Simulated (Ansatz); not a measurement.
IrO2 (rutile)

```
IrO2
1.0
    4.47181     0.00000     0.00000
    0.00000     4.47181     0.00000
    0.00000     0.00000     3.15362
Ir O
2 4
Direct
  0.00000   0.00000   0.00000
  0.50000   0.50000   0.50000
  0.30879   0.30879   0.00000
  0.80879   0.19121   0.50000
  0.19121   0.80879   0.50000
  0.69121   0.69121   0.00000
```

The relaxed cell is deformed in two ways at once: its volume V is scaled, and at that volume it is stretched along z (the c axis of the conventional cell) so that c/a changes. Fractional atomic positions are held.

All values below come from PBEsol (plane waves to 420 eV, PAW, scalar-relativistic; Ansatz, a first-principles code). k mesh 11×11×15 (Γ-centred), Fermi-Dirac smearing 0.05 eV. Stress and pressure are positive under compression. As the atoms are clamped, bonds stretch with the cell, which overstates energies and stresses. With partly filled bands, the response to shear is sensitive to the k mesh, so small differences along c/a are uncertain. IrO2 is run without spin polarisation and with no Hubbard U. IrO2 was relaxed with its symmetry unable to fall. Spin-orbit coupling is left out, though Ir is heavy. The last digit holds for this mesh only.

Changes of σzz (GPa) from the point V/V₀ = 1.000, (c/a)/(c/a)₀ = 1.000 when one coordinate moves alone (two changes are said to add if the coupling is within 5 % of the smaller one, nearly so within 20 %):

```tsv
point	change
V/V₀ = 1.000, (c/a)/(c/a)₀ = 0.920	32.21
V/V₀ = 1.000, (c/a)/(c/a)₀ = 0.947	21.25
V/V₀ = 1.000, (c/a)/(c/a)₀ = 0.973	10.47
V/V₀ = 0.920, (c/a)/(c/a)₀ = 1.000	38.08
V/V₀ = 0.947, (c/a)/(c/a)₀ = 1.000	23.39
V/V₀ = 0.973, (c/a)/(c/a)₀ = 1.000	10.80
V/V₀ = 1.027, (c/a)/(c/a)₀ = 1.000	-9.26
V/V₀ = 1.053, (c/a)/(c/a)₀ = 1.000	-17.18
V/V₀ = 1.080, (c/a)/(c/a)₀ = 1.000	-23.95
V/V₀ = 1.000, (c/a)/(c/a)₀ = 1.027	-10.01
V/V₀ = 1.000, (c/a)/(c/a)₀ = 1.053	-19.41
V/V₀ = 1.000, (c/a)/(c/a)₀ = 1.080	-28.12
```

What is the change at V/V₀ = 0.947, (c/a)/(c/a)₀ = 1.080, where both move, and how far is it from the sum?

The sum of the single changes is 23.39 + (-28.12) = -4.73; the calculation gives -10.51, so the coupling contributes -5.78 (over 20 % of the smaller single change, not additive).

What is the change at V/V₀ = 0.920, (c/a)/(c/a)₀ = 1.027, where both move, and how far is it from the sum?

The sum of the single changes is 38.08 + (-10.01) = 28.07; the calculation gives 25.00, so the coupling contributes -3.07 (over 20 % of the smaller single change, not additive).

What is the change at V/V₀ = 1.080, (c/a)/(c/a)₀ = 1.080, where both move, and how far is it from the sum?

The sum of the single changes is -23.95 + (-28.12) = -52.07; the calculation gives -45.27, so the coupling contributes 6.80 (over 20 % of the smaller single change, not additive).

(A scan under strain: stresses follow from slopes of the energy per volume, elastic moduli from its curvatures.)
